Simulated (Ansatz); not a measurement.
MoS$_{2}$:
```yaml
crystal:
  lattice:
    - [0.00000, 2.93601, 2.93601]
    - [2.93601, 0.00000, 2.93601]
    - [2.93601, 2.93601, 0.00000]
  atoms:
    - { symbol: Mo, position: [0.00000, 0.00000, 0.00000] }
    - { symbol: S, position: [0.25000, 0.25000, 0.25000] }
    - { symbol: S, position: [0.75000, 0.75000, 0.75000] }
```

Relaxed with PBE. Special points in fractions of this cell's reciprocal vectors: Γ (0.000, 0.000, 0.000); X (0.500, 0.000, 0.500); U (0.625, 0.250, 0.625); K (0.375, 0.375, 0.750); L (0.500, 0.500, 0.500); W (0.500, 0.250, 0.750).

Q: List the band energies nearest the Fermi level at these points for PBE with spin–orbit coupling (plane waves, PAW; program Ansatz).

A: In eV from the Fermi level; about four levels below and three above (degenerate sets whole), none deeper than 8.9 eV; points with the same levels are listed once.

```
k                    below                above
-  -----------------------  -------------------
Γ  -0.53 -0.53 -0.53 -0.53  4.13 4.13 4.13 4.13
X  -2.50 -2.50 -0.70 -0.70  0.05 0.05 0.86 0.86
U  -2.33 -2.33 -0.18 -0.18  0.11 0.11 0.20 0.20
L  -0.54 -0.54 -0.46 -0.46  1.55 1.55 3.83 3.83
W  -2.47 -2.47 -0.13 -0.13  0.40 0.40 0.51 0.51
```

Space group Fm-3m (fluorite). A made-up cell: these elements were put on the sites of a structure type; neither database checked (COD, Materials Project) lists it. It is not the phase usual at ambient conditions (space group No. 160, 194). The PBE relaxation kept the symmetry of its start; its stability against distortions is not shown here. The run is not spin-polarised.

Potentials: the earlier of the program's two PAW sets.
